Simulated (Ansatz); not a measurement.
BaNbNO2:
```cif
data_BaNNbO2
_chemical_formula_sum 'Ba1 Nb1 N1 O2'
_space_group_name_H-M_alt 'P4/mmm'
_space_group_IT_number 123
_space_group_name_Hall '-P 4 2'
_cell_length_a 4.05427
_cell_length_b 4.05427
_cell_length_c 4.06220
_cell_angle_alpha 90.000
_cell_angle_beta 90.000
_cell_angle_gamma 90.000
loop_
_atom_site_label
_atom_site_type_symbol
_atom_site_symmetry_multiplicity
_atom_site_Wyckoff_symbol
_atom_site_fract_x
_atom_site_fract_y
_atom_site_fract_z
_atom_site_occupancy
Ba1 Ba 1 a 0.00000 0.00000 0.00000 1
Nb1 Nb 1 d 0.50000 0.50000 0.50000 1
N1 N 1 c 0.50000 0.50000 0.00000 1
O1 O 2 e 0.00000 0.50000 0.50000 1
```

This is the LDA-relaxed structure.

All from LDA in the plane-wave PAW code Ansatz, unless another level is named. Estimate the highest zone-centre frequency.

521 cm⁻¹.

And the bulk modulus (Birch–Murnaghan fit)?

204 GPa.

The workflow started from a Materials Project entry (that database holds measured and hypothetical structures alike); the Crystallography Open Database copy checked does not list it. With N and O taken as one species the cell has the higher symmetry Pm-3m, so it may be an ordered model of a mixed-site phase. Its standing as an ambient phase is unchecked. Symmetry was held in the LDA relaxation. At this level the phase is dynamically unstable (imaginary phonons). No spin polarisation was allowed. A small band overlap can be real or an error of a semilocal functional. As this level gives no gap, phonon frequencies hold no LO–TO term and depend on the k-mesh and smearing (Fermi–Dirac, 0.1 eV here). Spin–orbit coupling is left out wherever it is not named.

Potentials: the later of the program's two PAW sets.
